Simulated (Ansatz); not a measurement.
## Band table of TaBi (CsCl type)

```
Ta Bi
1.0
     3.44100    0.00000    0.00000
     0.00000    3.44100    0.00000
     0.00000    0.00000    3.44100
Ta Bi
1 1
Direct
  0.00000 0.00000 0.00000
  0.50000 0.50000 0.50000
```

The cell comes from a relaxation on PAW files under the same functional, begun from a prototype that needn't be the stable phase.

Computed with Ansatz 0.2.0; functional LDA, scalar-relativistic. Settings: a Γ-centred 11×11×11 k mesh, Fermi–Dirac smearing of 0.05 eV, no spin polarisation. Methods: LAPW: all electrons, basis error target 1 meV/atom.

Spin–orbit coupling is left out, which matters for the heavy atoms.

Path points, in fractions of the reciprocal vectors: Γ (0.000, 0.000, 0.000), X (0.000, 0.500, 0.000), M (0.500, 0.500, 0.000), R (0.500, 0.500, 0.500). The distance column jumps between branches of the path. Levels in eV from the Fermi level; bands 21 to 43, counted from the lowest band of the run. The gap is zero, the pressure 0.06 GPa.

```
# k(1/Å) point b21 b22 b23 b24 b25 b26 b27 b28 b29 b30 b31 b32 b33 b34 b35 b36 b37 b38 b39 b40 b41 b42 b43
0.000 Γ -22.95 -22.95 -22.78 -22.78 -22.78 -20.33 -20.31 -20.31 -20.31 -20.29 -20.29 -20.29 -14.27 -2.34 -2.34 0.61 0.61 0.61 1.52 1.52 1.52 2.71 10.57
0.130 - -22.94 -22.94 -22.78 -22.78 -22.78 -20.33 -20.31 -20.31 -20.31 -20.29 -20.29 -20.29 -14.20 -2.50 -2.33 0.11 0.21 0.21 1.51 1.99 1.99 3.43 9.97
0.261 - -22.94 -22.91 -22.78 -22.78 -22.78 -20.33 -20.31 -20.31 -20.31 -20.29 -20.29 -20.29 -13.99 -3.17 -2.28 -0.39 -0.39 -0.24 1.50 2.79 2.79 4.58 9.06
0.391 - -22.94 -22.87 -22.79 -22.79 -22.77 -20.33 -20.31 -20.31 -20.31 -20.30 -20.29 -20.29 -13.65 -4.29 -2.22 -0.93 -0.93 0.02 1.48 3.68 3.68 5.54 8.21
0.522 - -22.94 -22.83 -22.80 -22.80 -22.77 -20.32 -20.31 -20.31 -20.31 -20.30 -20.29 -20.29 -13.20 -5.51 -2.15 -1.37 -1.37 0.65 1.46 4.64 4.64 6.13 7.50
0.652 - -22.93 -22.81 -22.81 -22.79 -22.77 -20.32 -20.31 -20.31 -20.31 -20.30 -20.29 -20.29 -12.71 -6.61 -2.08 -1.70 -1.70 1.45 1.48 5.66 5.66 6.35 6.97
0.783 - -22.93 -22.81 -22.81 -22.77 -22.76 -20.32 -20.31 -20.31 -20.31 -20.30 -20.29 -20.29 -12.26 -7.43 -2.03 -1.90 -1.90 1.43 2.31 6.22 6.63 6.69 6.69
0.913 X -22.93 -22.82 -22.82 -22.77 -22.75 -20.32 -20.31 -20.31 -20.31 -20.30 -20.29 -20.29 -12.07 -7.75 -2.01 -1.96 -1.96 1.43 2.72 6.02 6.52 7.37 7.37
1.043 - -22.93 -22.82 -22.82 -22.77 -22.75 -20.32 -20.31 -20.31 -20.31 -20.30 -20.29 -20.29 -12.05 -7.65 -2.09 -1.96 -1.89 1.35 2.73 5.33 6.53 6.96 7.19
1.174 - -22.91 -22.83 -22.82 -22.78 -22.74 -20.32 -20.31 -20.31 -20.31 -20.30 -20.29 -20.29 -11.97 -7.37 -2.44 -1.82 -1.69 1.14 2.75 4.32 5.63 6.68 6.76
1.304 - -22.89 -22.85 -22.82 -22.80 -22.72 -20.33 -20.31 -20.31 -20.31 -20.30 -20.29 -20.29 -11.84 -6.91 -2.95 -1.66 -1.36 0.87 2.76 3.46 4.54 5.96 7.11
1.435 - -22.88 -22.87 -22.83 -22.81 -22.70 -20.33 -20.31 -20.31 -20.31 -20.30 -20.29 -20.29 -11.69 -6.31 -3.52 -1.65 -0.93 0.59 2.75 2.79 3.85 5.14 7.50
1.565 - -22.90 -22.85 -22.83 -22.82 -22.67 -20.33 -20.31 -20.31 -20.30 -20.30 -20.30 -20.29 -11.54 -5.61 -4.04 -1.93 -0.45 0.37 2.33 2.77 3.59 4.34 7.87
1.696 - -22.91 -22.85 -22.84 -22.83 -22.65 -20.33 -20.31 -20.31 -20.30 -20.30 -20.30 -20.29 -11.42 -4.91 -4.41 -2.44 -0.01 0.23 2.06 2.91 3.58 3.70 8.14
1.826 M -22.92 -22.85 -22.84 -22.84 -22.65 -20.33 -20.31 -20.31 -20.30 -20.30 -20.30 -20.29 -11.37 -4.54 -4.54 -2.78 0.18 0.18 1.97 2.99 3.44 3.62 8.25
2.010 - -22.91 -22.85 -22.83 -22.83 -22.66 -20.33 -20.31 -20.31 -20.30 -20.30 -20.30 -20.29 -11.47 -5.01 -4.46 -2.20 -0.13 0.23 2.11 2.83 3.59 3.93 8.42
2.195 - -22.88 -22.86 -22.83 -22.82 -22.70 -20.33 -20.31 -20.31 -20.31 -20.30 -20.30 -20.29 -11.82 -5.43 -4.22 -1.53 -0.64 0.38 2.07 2.47 4.26 4.84 8.69
2.379 - -22.88 -22.85 -22.81 -22.80 -22.76 -20.33 -20.31 -20.31 -20.31 -20.30 -20.30 -20.29 -12.41 -5.20 -3.86 -1.32 -0.98 0.61 1.83 2.04 5.27 5.88 8.94
2.564 - -22.90 -22.83 -22.82 -22.80 -22.79 -20.33 -20.31 -20.31 -20.31 -20.29 -20.29 -20.29 -13.11 -4.37 -3.41 -1.42 -0.99 0.90 1.60 1.72 4.71 7.32 9.34
2.748 - -22.92 -22.89 -22.79 -22.79 -22.78 -20.33 -20.31 -20.31 -20.31 -20.29 -20.29 -20.29 -13.72 -3.17 -2.93 -1.47 -0.65 1.16 1.20 1.73 3.58 6.44 9.15
2.933 - -22.94 -22.93 -22.78 -22.78 -22.78 -20.33 -20.31 -20.31 -20.31 -20.29 -20.29 -20.29 -14.13 -2.52 -2.42 -0.67 -0.01 0.78 1.43 1.74 2.35 4.14 9.87
3.117 Γ -22.95 -22.95 -22.78 -22.78 -22.78 -20.33 -20.31 -20.31 -20.31 -20.29 -20.29 -20.29 -14.27 -2.34 -2.34 0.61 0.61 0.61 1.52 1.52 1.52 2.71 10.57
3.343 - -22.93 -22.93 -22.78 -22.78 -22.78 -20.33 -20.31 -20.31 -20.31 -20.29 -20.29 -20.29 -14.06 -2.50 -2.50 -1.20 0.30 0.30 1.90 1.97 1.97 4.78 10.01
3.569 - -22.89 -22.89 -22.79 -22.79 -22.79 -20.33 -20.31 -20.31 -20.31 -20.29 -20.29 -20.29 -13.46 -2.89 -2.89 -2.84 -0.21 -0.21 2.02 2.84 2.84 7.92 9.68
3.795 - -22.83 -22.83 -22.82 -22.81 -22.81 -20.33 -20.31 -20.31 -20.31 -20.29 -20.29 -20.29 -12.62 -3.61 -3.46 -3.46 -0.47 -0.47 1.96 3.67 3.67 6.89 9.59
4.021 - -22.86 -22.83 -22.83 -22.76 -22.76 -20.33 -20.31 -20.31 -20.31 -20.29 -20.29 -20.29 -11.70 -4.19 -4.19 -3.53 -0.22 -0.22 1.04 4.27 4.27 5.14 8.77
4.247 - -22.87 -22.85 -22.85 -22.70 -22.70 -20.33 -20.31 -20.31 -20.31 -20.30 -20.29 -20.29 -10.77 -4.91 -4.91 -3.50 0.01 0.51 0.51 4.49 4.49 4.94 7.50
4.473 - -22.87 -22.86 -22.86 -22.66 -22.66 -20.34 -20.31 -20.31 -20.31 -20.30 -20.30 -20.30 -9.85 -5.41 -5.41 -4.77 1.11 1.58 1.58 4.03 4.03 4.92 6.67
4.698 R -22.86 -22.86 -22.86 -22.64 -22.64 -20.34 -20.31 -20.31 -20.31 -20.30 -20.30 -20.30 -9.33 -5.59 -5.59 -5.59 2.61 2.61 2.61 3.13 3.13 4.11 6.47
4.883 - -22.87 -22.86 -22.86 -22.66 -22.65 -20.34 -20.31 -20.31 -20.31 -20.30 -20.30 -20.30 -9.70 -5.52 -5.46 -4.99 1.33 1.65 2.28 3.24 4.19 4.94 6.43
5.067 - -22.87 -22.85 -22.85 -22.70 -22.66 -20.33 -20.31 -20.31 -20.31 -20.30 -20.30 -20.29 -10.39 -5.41 -5.06 -3.60 -0.01 0.60 1.56 3.21 5.17 5.52 6.32
5.252 - -22.88 -22.84 -22.84 -22.76 -22.69 -20.33 -20.31 -20.31 -20.31 -20.30 -20.29 -20.29 -11.04 -5.63 -4.43 -1.99 -0.52 -0.30 0.91 3.11 5.05 6.16 6.80
5.436 - -22.87 -22.83 -22.82 -22.82 -22.71 -20.33 -20.31 -20.31 -20.31 -20.30 -20.29 -20.29 -11.52 -6.28 -3.66 -1.14 -1.03 -0.12 1.26 2.97 5.04 6.03 7.85
5.621 - -22.88 -22.85 -22.82 -22.79 -22.73 -20.32 -20.31 -20.31 -20.31 -20.30 -20.29 -20.29 -11.84 -7.02 -2.86 -1.57 -1.45 0.67 2.82 2.97 5.44 6.00 8.48
5.805 - -22.92 -22.82 -22.82 -22.78 -22.75 -20.32 -20.31 -20.31 -20.31 -20.30 -20.29 -20.29 -12.02 -7.55 -2.22 -1.90 -1.82 1.25 2.74 4.84 6.20 6.57 8.09
5.990 X -22.93 -22.82 -22.82 -22.77 -22.75 -20.32 -20.31 -20.31 -20.31 -20.30 -20.29 -20.29 -12.07 -7.75 -2.01 -1.96 -1.96 1.43 2.72 6.02 6.52 7.37 7.37
7.281 R -22.86 -22.86 -22.86 -22.64 -22.64 -20.34 -20.31 -20.31 -20.31 -20.30 -20.30 -20.30 -9.33 -5.59 -5.59 -5.59 2.61 2.61 2.61 3.13 3.13 4.11 6.47
7.411 - -22.86 -22.86 -22.86 -22.65 -22.64 -20.34 -20.31 -20.31 -20.30 -20.30 -20.30 -20.30 -9.53 -5.55 -5.55 -5.25 1.55 2.44 2.44 3.12 3.49 4.94 6.45
7.542 - -22.87 -22.86 -22.86 -22.68 -22.64 -20.34 -20.31 -20.31 -20.30 -20.30 -20.30 -20.29 -9.96 -5.43 -5.43 -4.38 0.32 2.01 2.01 3.10 3.56 6.36 6.49
7.672 - -22.88 -22.85 -22.85 -22.72 -22.64 -20.33 -20.31 -20.31 -20.30 -20.30 -20.30 -20.29 -10.43 -5.23 -5.23 -3.20 -0.76 1.50 1.50 3.07 3.58 6.17 7.59
7.803 - -22.89 -22.85 -22.85 -22.77 -22.65 -20.33 -20.31 -20.31 -20.30 -20.30 -20.30 -20.29 -10.83 -5.00 -5.00 -1.84 -1.63 0.99 0.99 3.04 3.60 5.79 7.97
7.933 - -22.91 -22.84 -22.84 -22.81 -22.65 -20.33 -20.31 -20.31 -20.30 -20.30 -20.30 -20.29 -11.13 -4.78 -4.78 -2.26 -0.39 0.57 0.57 3.01 3.61 5.14 8.17
8.063 - -22.91 -22.84 -22.84 -22.84 -22.65 -20.33 -20.31 -20.31 -20.30 -20.30 -20.30 -20.29 -11.31 -4.60 -4.60 -2.65 0.28 0.28 1.05 2.99 3.62 4.20 8.24
8.194 M -22.92 -22.85 -22.84 -22.84 -22.65 -20.33 -20.31 -20.31 -20.30 -20.30 -20.30 -20.29 -11.37 -4.54 -4.54 -2.78 0.18 0.18 1.97 2.99 3.44 3.62 8.25
```
